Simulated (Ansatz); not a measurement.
NiS$_{2}$:
```
CELL_PARAMETERS angstrom
      3.94043     0.00000     0.00000
      0.00000     5.21941     0.00000
     -2.20333     0.00000     4.83527
ATOMIC_POSITIONS crystal
  Ni 0.00000 0.00000 0.50000
  Ni 0.00000 0.50000 0.00000
  S  0.15737 0.88303 0.17059
  S  0.84263 0.38303 0.32941
  S  0.15737 0.61697 0.67059
  S  0.84263 0.11697 0.82941
```

Relaxed with r²SCAN+D4.

Question: Give the Bader charges and basin volumes of the independent atoms, plane-wave PAW r²SCAN+D4 (Ansatz code).

Answer: 

```csv
atom,Bader charge (e),Bader volume (Å³)
Ni1,+0.58,11.6
S3,-0.29,19.1
```

Space group P2_1/c. The first step of the workflow began from a Materials Project structure, measured or hypothetical; the Crystallography Open Database copy checked does not list it. COD files the formula under space group No. 205. Its standing as an ambient phase is unchecked. The r²SCAN+D4 relaxation kept the symmetry of its start; its stability against distortions is not shown here. No spin polarisation was allowed.

Potentials: the later of the program's two PAW sets.
